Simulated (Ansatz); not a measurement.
This Gd₃SiO structure is the end of a relaxation. The cell was found from a structure generator's guess, not taken from experiment.

Level of theory: DFT PBE, scalar-relativistic, plane waves, PAW in Ansatz 0.2.0. Cutoff 420 eV, Γ-centred mesh, Gaussian smearing, collinear spin.

```cif
data_structure
_symmetry_space_group_name_H-M 'P 1'
_symmetry_Int_Tables_number 1
_cell_length_a 5.3909
_cell_length_b 5.3909
_cell_length_c 5.3909
_cell_angle_alpha 90.000
_cell_angle_beta 90.000
_cell_angle_gamma 90.000
_cell_volume 156.67
loop_
_atom_site_label
_atom_site_type_symbol
_atom_site_fract_x
_atom_site_fract_y
_atom_site_fract_z
_atom_site_occupancy
Gd1 Gd 0.00000 0.00000 0.50000 1
Gd2 Gd 0.50000 0.00000 0.00000 1
Gd3 Gd 0.00000 0.50000 0.00000 1
Si1 Si 0.00000 0.00000 0.00000 1
O1 O 0.50000 0.50000 0.50000 1
```

**Question.** What space group does it have?

**Answer.** Pm-3m (No. 221), the antiperovskite type. Conventional cell: a = 5.391 Å. Around Gd lie 2 Si at 2.70 Å, 4 O at 3.81 Å and 8 Gd at 3.81 Å; Si has 6 Gd at 2.70 Å; O is surrounded by 12 Gd at 3.81 Å (long against covalent radii, as for large ions).

**Question.** Is it a metal?

**Answer.** Yes, bands cross the Fermi level on the 8×8×8 mesh.

**Question.** Which magnetic moments does it keep?

**Answer.** 1.49 μB per atom net, the space between the atoms included; by site: Gd -6.8, 6.9 (×2); O -0.1 μB.

The last run used collinear spin, an 8×8×8 mesh for its 5-atom cell and Gaussian smearing of 0.10 eV. The 4f shell of Gd is treated without a Hubbard U, which places its levels poorly. Another magnetic order may lie lower. A structure relaxed within its symmetry needn't be a true minimum.
